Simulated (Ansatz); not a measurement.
Sn (beta-Sn type, space group I4_1/amd)

```
Sn
1.0
   -2.94311     2.94311     1.59186
    2.94311    -2.94311     1.59186
    2.94311     2.94311    -1.59186
Sn
2
Direct
  0.75000   0.25000   0.50000
  0.00000   0.00000   0.00000
```

Equation-of-state scan: isotropic scaling of the cell above, V₀ being its volume. Symmetry pins the atoms to their sites.

Level of theory: r2SCAN (plane waves to 500 eV, PAW, scalar-relativistic; Ansatz, a quantum-chemistry and plane-wave program). k mesh 17×17×17 (Γ-centred), Fermi-Dirac smearing 0.05 eV. Stress and pressure are positive under compression. Sn was relaxed with its symmetry unable to fall.

At one point of the scan the stress tensor (GPa) is:

```
    2.3      0.0      0.0
    0.0      2.3      0.0
    0.0      0.0      2.6
```

### Question
Which point is it?
A. V/V₀ = 0.920
B. V/V₀ = 0.880
C. V/V₀ = 0.960
D. V/V₀ = 0.840

### Answer
C, V/V₀ = 0.960

(Under strain, the slope of the energy per volume gives the stress and its curvature an elastic modulus.)
